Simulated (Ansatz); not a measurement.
## Al2Pt: one input, then a changed one

The cell is COD entry 9009032, as deposited and not checked against the literature; nothing was relaxed.

First run: DFT, PBE, all-electron PAW with datasets made for the crystal, scalar-relativistic (Ansatz 0.2.0).

Command: `ansatz run input.yaml --threads 1 --pin off --max-ram 4096MiB --backend cpu --events-out ev --progress --plain --runs-dir out` The run took 16 s on 1 thread of Arm Neoverse V2 (shared host), peak memory 0.5 GiB.

```yaml
crystal:
  lattice:
    - [0.0, 2.955, 2.955]
    - [2.955, 0.0, 2.955]
    - [2.955, 2.955, 0.0]
  atoms:
    - { symbol: Al, position: [0.25, 0.25, 0.25] }
    - { symbol: Al, position: [0.75, 0.75, 0.75] }
    - { symbol: Pt, position: [0.0, 0.0, 0.0] }
kpoints:
  mp_grid: { grid: [12, 12, 12] }
  band_path:
    path:
      - [0.0, 0.0, 0.0]
      - [0.5, 0.0, 0.5]
      - [0.625, 0.25, 0.625]
      - [0.375, 0.375, 0.75]
      - [0.0, 0.0, 0.0]
      - [0.5, 0.5, 0.5]
      - [0.5, 0.25, 0.75]
      - [0.5, 0.0, 0.5]
    npoints: 8
scf:
  occupations: { method: fermi_dirac, width: 0.08 }
hamiltonian:
  xc: pbe
  pseudopotentials: { kind: all_electron, datasets: crystal }
output:
  forces: true
  stress: true
  eigenvalues: true
  efg: { contact_densities: true }
```

Result: converged; pressure 2.48 GPa; no gap on the k mesh; 9 SCF iterations.

No spin–orbit coupling, which matters for the heavy atoms here.

The input is then changed:

```diff
@@ -9,5 +9,5 @@
     - { symbol: Pt, position: [0.0, 0.0, 0.0] }
 kpoints:
-  mp_grid: { grid: [12, 12, 12] }
+  mp_grid: { grid: [6, 6, 6] }
   band_path:
     path:
@@ -23,4 +23,5 @@
 scf:
   occupations: { method: fermi_dirac, width: 0.08 }
+  mixing: { preconditioner: none }
 hamiltonian:
   xc: pbe
```

(1) Predict the outcome of the changed run.

Results:

(1) It converged; pressure 2.41 GPa; no gap on the k mesh; 8 SCF iterations. Some of these settings are too coarse for converged properties.
